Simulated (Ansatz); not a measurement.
SiNi:
```
CELL_PARAMETERS angstrom
      2.98896     0.00000     0.00000
      0.00000     3.25379     0.00000
      0.00000     0.00000     4.66174
ATOMIC_POSITIONS crystal
  Si 0.00000 0.00000 0.15636
  Si 0.50000 0.50000 0.84364
  Ni 0.00000 0.00000 0.65659
  Ni 0.50000 0.50000 0.34341
```

Relaxed with r²SCAN.

Q: Give the Bader charges and basin volumes of the independent atoms, the program Ansatz at the r²SCAN level (PAW).

A: 

```tsv
atom	Bader charge (e)	Bader volume (Å³)
Si1	+0.42	11.2
Ni3	-0.42	11.5
```

Space group Pmmn. The first step of the workflow began from a Materials Project structure, measured or hypothetical; the Crystallography Open Database copy checked does not list it. It is not the phase usual at ambient conditions (space group No. 62). Symmetry was held in the r²SCAN relaxation; its stability against distortions is not shown here. No spin polarisation was allowed.

Potentials: the later of the program's two PAW sets.
